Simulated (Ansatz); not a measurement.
B4AsN3 as one 8-atom ordering (R3m) on the zincblende lattice, relaxed with r2SCAN. Space group R3m (No. 160), trigonal; a = 2.754 Å, c = 27.750 Å in the conventional setting, 7.60 Å³ an atom. N has 4 B at 1.54–1.67 Å; N has 4 B at 1.55–1.67 Å; N has 4 B at 1.56–1.66 Å; As has 4 B at 1.88–2.09 Å and 6 As at 2.75 Å; B has 4 N at 1.55–1.67 Å; B has 4 N at 1.56–1.67 Å; B has 3 N at 1.66 Å and 1 As at 2.09 Å; B has 1 N at 1.54 Å and 3 As at 1.88 Å.

```
N As B
1.0
     1.37723    0.79514    9.25015
    -1.37723    0.79514    9.25015
     0.00000   -1.59028    9.25015
N As B
3 1 4
Direct
  0.00801 0.00801 0.00801
  0.74885 0.74885 0.74885
  0.49002 0.49002 0.49002
  0.24953 0.24953 0.24953
  0.69296 0.69296 0.69296
  0.43374 0.43374 0.43374
  0.17426 0.17426 0.17426
  0.95262 0.95262 0.95262
```

The questions ask for values computed with the plane-wave code Ansatz on this geometry. No magnetic order. The prototype was imposed, so other structures may be more stable.

Question: Is there a gap with PBE, and of what kind?

Answer: PBE gives no gap: the lowest nominally empty band dips 1.94 eV below the top of the last filled one (its bottom at F, the top at Γ), so the cell is a metal or semimetal at this level.

Question: What does PBE+SOC give for the gap (10×10×10 mesh)?

Answer: PBE+SOC gives no gap: the lowest nominally empty band dips 2.00 eV below the top of the last filled one (its bottom at F, the top at Γ), so the cell is a metal or semimetal at this level.

Question: Estimate the gap with r2SCAN on 10×10×10.

Answer: With r2SCAN the bands overlap by 1.88 eV (counted from 1, band 21 peaks at Γ and band 22 bottoms out at F): no gap.

Question: What do these levels agree on?

Answer: No level opens a gap, but no hybrid is among them, and semilocal functionals can close a real gap.

Only the levels marked +SOC include spin-orbit coupling.
